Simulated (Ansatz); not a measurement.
Input for Ansatz (plane-wave DFT, PAW):

```yaml
crystal:
  lattice:
    - [7.17865, -2.00995, 0.0]
    - [7.17865, 2.00995, 0.0]
    - [-0.8811692412, 0.0, 9.859702925]
  atoms:
    - { symbol: Te, position: [0.0289, 0.0289, 0.2868] }
    - { symbol: Te, position: [0.9711, 0.9711, 0.7132] }
    - { symbol: Te, position: [0.7777, 0.7777, 0.339] }
    - { symbol: Te, position: [0.2223, 0.2223, 0.661] }
    - { symbol: Te, position: [0.3744, 0.3744, 0.0355] }
    - { symbol: Te, position: [0.6256, 0.6256, 0.9645] }
    - { symbol: As, position: [0.2026, 0.2026, 0.1408] }
    - { symbol: As, position: [0.7974, 0.7974, 0.8592] }
    - { symbol: As, position: [0.6133, 0.6133, 0.4406] }
    - { symbol: As, position: [0.3867, 0.3867, 0.5594] }
basis:
  ecutwfc: 500
kpoints:
  mp_grid: { grid: [6, 6, 2] }
hamiltonian:
  xc: r2scan
scf:
  occupations: { method: gaussian, width: 0.1 }
output:
  forces: true
  stress: true
  eigenvalues: true
```

Run as
```bash
ansatz run input.yaml --threads 2 --pin off --max-ram 5120MiB --backend cpu --events-out ev --progress --plain --runs-dir out
```

Level of theory: Ansatz, DFT r2SCAN, scalar-relativistic, plane waves, PAW.

Part of what the program printed, abridged (final results; tables in files aren't shown):

```
SCF 1 converged in 8 iterations: F = -61427.105406 eV  dr2 = 3.31e-8
SCF converged after 8 iterations
Free energy (F): -61427.105406 eV
Harris-Foulkes:  -61427.105406 eV  (|F-HF|=1.72e-8)
Internal energy: -61427.105403 eV  (E = F + TS)
E sigma→0 (E₀):  -61427.105404 eV
Entropy (-TS):   -0.000002 eV ( 0.000 meV/atom)
Fermi energy:    9.418981 eV
--- Per-component energies (eV) ---
  E_band       = -2638.911911
  E_kinetic    = 1487.898771
  E_local      = -14959.606108  (includes V_loc(G=0)·N_el)
  E_nonlocal   = -4543.994991
  E_hartree    = 8891.944618
  E_xc         = -986.200988
  E_vxc        = -1006.110642  (∫ρ·V_xc dr)
  E_paw        = -35504.451915  (= ΣΔE_a)
  E_vpaw       = -1459.919043  (= ΣTr[D̂ρ^β])
  E_aug_tail   = -0.000254  (compensation charges beyond the density's cutoff)
  E_vtau       = 58.934058  (kinetic-family band-sum trace: ∫τ·v_τ [+ j·A + Jᵃ·Aᵃ] dr)
  E_ewald      = -15808.574038
  E_core_change = -4.120498  (= ΣΔE_core)
  E_smearing   = -0.000002  (= −TS)
--- Forces (eV/Å), atoms counted from 1 ---
  atom   1  Te     0.13046598     0.00000000     0.00911196
  atom   2  Te    -0.13046598     0.00000000    -0.00911196
  atom   3  Te    -0.06048910     0.00000000    -0.06692407
  atom   4  Te     0.06048910     0.00000000     0.06692407
  atom   5  Te    -0.10238960     0.00000000    -0.04340451
  atom   6  Te     0.10238960     0.00000000     0.04340451
  atom   7  As     0.02490188     0.00000000     0.06598595
  atom   8  As    -0.02490188     0.00000000    -0.06598595
  atom   9  As     0.04338628     0.00000000    -0.02972427
  atom  10  As    -0.04338628     0.00000000     0.02972427
--- Stress (GPa, compression-positive) ---
        1.323878       0.000000      -0.206504
        0.000000       1.311629       0.000000
       -0.206504       0.000000       1.407006
  P = ⅓ Tr σ = 1.3475 GPa (13.475 kbar)
--- Band table (eV; the first three rows and the last of 26) ---
  k-point 0: bands = ["-28.7130", "-28.7129", "-28.7056", "-28.7055", "-28.6051", "-28.6050", "-28.5830", "-28.5827", "-28.5631", "-28.5629", "-28.5486", "-28.5481", "-28.5126", "-28.5103", "-28.5022", "-28.4952", "-28.4890", "-28.4878", "-28.4873", "-28.4864", "-28.4789", "-28.4783", "-28.4774", "-28.4768", "-28.4701", "-28.4697", "-28.4018", "-28.3998", "-28.3976", "-28.3968", "-27.8332", "-27.8331", "-27.8330", "-27.8327", "-27.8164", "-27.8163", "-27.8132", "-27.8128", "-27.8107", "-27.8070", "-27.7949", "-27.7945", "-27.7938", "-27.7936", "-27.7848", "-27.7838", "-27.7753", "-27.7747", "-27.7626", "-27.7621", "-5.4112", "-4.3952", "-4.2798", "-2.9804", "-2.5253", "-2.3661", "-0.9469", " ...
  k-point 1: bands = ["-28.7130", "-28.7129", "-28.7056", "-28.7055", "-28.6051", "-28.6050", "-28.5830", "-28.5827", "-28.5631", "-28.5629", "-28.5486", "-28.5481", "-28.5126", "-28.5104", "-28.5022", "-28.4952", "-28.4889", "-28.4881", "-28.4872", "-28.4863", "-28.4789", "-28.4783", "-28.4774", "-28.4768", "-28.4701", "-28.4697", "-28.4019", "-28.3998", "-28.3976", "-28.3968", "-27.8332", "-27.8331", "-27.8330", "-27.8327", "-27.8164", "-27.8163", "-27.8132", "-27.8128", "-27.8107", "-27.8070", "-27.7949", "-27.7945", "-27.7938", "-27.7936", "-27.7848", "-27.7838", "-27.7752", "-27.7747", "-27.7626", "-27.7621", "-5.1461", "-5.0807", "-3.7990", "-2.9296", "-2.4734", "-2.1461", "-1.6124", " ...
  k-point 2: bands = ["-28.7126", "-28.7125", "-28.7045", "-28.7045", "-28.6053", "-28.6052", "-28.5830", "-28.5827", "-28.5630", "-28.5628", "-28.5485", "-28.5481", "-28.5125", "-28.5105", "-28.5015", "-28.4950", "-28.4891", "-28.4881", "-28.4875", "-28.4867", "-28.4788", "-28.4782", "-28.4772", "-28.4767", "-28.4694", "-28.4691", "-28.4017", "-28.4000", "-28.3967", "-28.3960", "-27.8343", "-27.8340", "-27.8327", "-27.8326", "-27.8163", "-27.8163", "-27.8141", "-27.8139", "-27.8100", "-27.8070", "-27.7952", "-27.7942", "-27.7942", "-27.7935", "-27.7849", "-27.7836", "-27.7754", "-27.7749", "-27.7623", "-27.7619", "-5.1710", "-4.1971", "-4.0726", "-2.7692", "-2.4552", "-2.1848", "-1.2300", " ...
  k-point 25: bands = ["-28.7130", "-28.7129", "-28.7056", "-28.7055", "-28.6051", "-28.6050", "-28.5829", "-28.5825", "-28.5626", "-28.5625", "-28.5491", "-28.5487", "-28.5126", "-28.5104", "-28.4995", "-28.4979", "-28.4900", "-28.4878", "-28.4864", "-28.4864", "-28.4797", "-28.4774", "-28.4774", "-28.4769", "-28.4702", "-28.4697", "-28.4019", "-28.3998", "-28.3976", "-28.3968", "-27.8333", "-27.8330", "-27.8329", "-27.8329", "-27.8164", "-27.8163", "-27.8132", "-27.8128", "-27.8107", "-27.8070", "-27.7949", "-27.7945", "-27.7938", "-27.7936", "-27.7857", "-27.7829", "-27.7751", "-27.7749", "-27.7624", "-27.7622", "-5.0151", "-4.8597", "-4.2226", "-3.0657", "-2.7929", "-2.1944", "-1.4337",  ...
```

Self-consistency was reached.

It took 43 s on 2 threads of Intel(R) Xeon(R) Platinum 8375C CPU @ 2.90GHz (Ice Lake) (shared host), peak memory 2.2 GiB.

The k mesh is coarse.